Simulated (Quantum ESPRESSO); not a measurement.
# Si3Ge3AlN: a curve over strain

A calculation, not a measurement. The program is pw.x of Quantum ESPRESSO 7.5 (plane-wave density functional theory). The cell is made up: 8 atoms on a zincblende/diamond lattice, with randomly drawn elements, strain and displacements, not relaxed. PseudoDojo standard norm-conserving files (v0.5 for PBE, v0.4.1 for LDA and PBEsol) set the functional; there is no spin polarisation, spin-orbit coupling or dispersion term, and the masses in the input are unused placeholders.

Seven runs add a strain to one cell (the same linear strain along x, y and z); the atoms follow the cell and are not relaxed. Stress in the table is positive in tension.

Input of the run at -0.0073:

```
&control calculation='scf', pseudo_dir='./dojo.nc.sr.pbe.v0_5.standard.upf', outdir='./o', disk_io='medium', tprnfor=.true., tstress=.true. /
&system ibrav=0, nat=8, ntyp=4, nbnd=41, ecutwfc=84.00895049, nosym=.true., tot_charge=0,
 occupations='smearing', smearing='fd', degauss=0.0073498644
/
&electrons conv_thr=7.350e-09, electron_maxstep=60, /
ATOMIC_SPECIES
Al 1.0 Al.upf
Ge 1.0 Ge.upf
N 1.0 N.upf
Si 1.0 Si.upf
CELL_PARAMETERS angstrom
5.7183 0.0494 0.0718
0.0494 5.7617 0.0409
0.0718 0.0409 5.6211
ATOMIC_POSITIONS angstrom
Si -0.0433 0.0771 -0.0175
Ge 0.0426 2.7007 2.8439
Si 2.8897 0.1086 2.934
Al 2.8984 2.822 0.006
Ge 1.3232 1.2986 1.6172
N 1.6041 4.3269 4.1859
Si 4.4406 1.3911 4.3242
Ge 4.2043 4.401 1.3679
K_POINTS automatic
6 6 6 1 1 1
```

| added strain | free energy less that of the input shown (eV) | stress xx (GPa) | stress yy (GPa) | stress zz (GPa) | stress xy (GPa) | pressure (GPa) | iterations |
| --- | --- | --- | --- | --- | --- | --- | --- |
| -0.0218 | -0.2328 | 3.95 | 4.14 | 2.60 | 2.93 | -3.56 | 11 |
| -0.0189 | -0.1957 | 4.42 | 4.58 | 3.08 | 2.84 | -4.03 | 11 |
| -0.0134 | -0.1114 | 5.24 | 5.37 | 3.94 | 2.69 | -4.85 | 11 |
| -0.0073 | 0.0000 | 6.07 | 6.17 | 4.80 | 2.53 | -5.68 | 11 |
| +0.0087 | 0.3762 | 7.87 | 7.88 | 6.68 | 2.15 | -7.47 | 12 |
| +0.0186 | 0.6611 | 8.73 | 8.70 | 7.59 | 1.94 | -8.34 | 12 |

Question: one run is left out of the table, at -0.0163. Estimate its stress xx (GPa).

Answer: 4.82. The whole row:

```
added strain  free energy less that of the input shown (eV)  stress xx (GPa)  stress yy (GPa)  stress zz (GPa)  stress xy (GPa)  pressure (GPa)  iterations
     -0.0163                                        -0.1584             4.82             4.97             3.50             2.77           -4.43          11
```

A cubic fit gives a slope of stress xx against the added strain of 113 GPa at zero added strain, with the atoms clamped. Across the table the free energy follows the integral of the stress to within 0.9 meV. A rerun of one of the cells at 1437 eV and a 8 x 8 x 8 mesh moved values by no more than 0.003 eV in energy, 0.02 GPa in stress and 0.014 eV/Å in force.